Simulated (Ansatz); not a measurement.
Starting cell, Fe (bcc, W type):

```xyz
2
Lattice="-2.8316 2.8316 2.8316 1.4158 -1.4158 1.4158 1.4158 1.4158 -1.4158" Properties=species:S:1:pos:R:3 pbc="T T T"
Fe     0.0000     0.0000     0.0000
Fe    -1.4158     1.4158     1.4158
```

Scan: atom 1 (Fe, nearest neighbour Fe at 2.452 Å; its periodic images, 2.5 Å or more away, move with it) is displaced along Cartesian [110], direction (0.707, 0.707, 0.000) in Cartesian axes, by s. The other atoms stay.

Computed with PBE (plane waves to 420 eV, PAW, scalar-relativistic; Ansatz, a quantum-chemistry and plane-wave program). k mesh 9×18×18 (Γ-centred), Fermi-Dirac smearing 0.05 eV. E stands for the smeared free energy. With partly filled bands, energies and forces of such displacements shift with the k mesh and the smearing. On this mesh the relaxed cell isn't quite at rest: it carries a pressure of -0.2 GPa (compression positive) at the zero of the scan. Fe was relaxed with its symmetry unable to fall. Relaxed Fe ends ferromagnetic. The PAW data are Ansatz's earlier set. Other magnetic orders were not checked, so this need not be the ground state. ΔE is measured from the undisplaced structure. The last digit holds for this mesh only.

```
s (Å)   ΔE (meV/cell)
------  -------------
-0.250          184.1
-0.200          118.0
-0.150       withheld
-0.100           29.5
-0.050            7.4
0.000             0.0
0.050             7.4
0.100            29.5
0.150        withheld
0.200           118.0
0.250           184.1
```

Question: Fit an even polynomial form (powers 2, 4) to the given rows and predict ΔE at s = 0.150.

Answer: Least squares on the 9 given rows: ΔE = (2956)·s² + (-163.6)·s⁴, in meV/cell with s in Å; root-mean-square residual 0.02 meV/cell. At 0.150 the fit gives 66.4 meV/cell; the calculation gives 66.4 meV/cell, the same to the digits shown. The quadratic term alone would give 66.5 meV/cell.

(A displaced cell: forces are minus the slopes of the energy, force constants its curvatures, and phonons follow from these.)
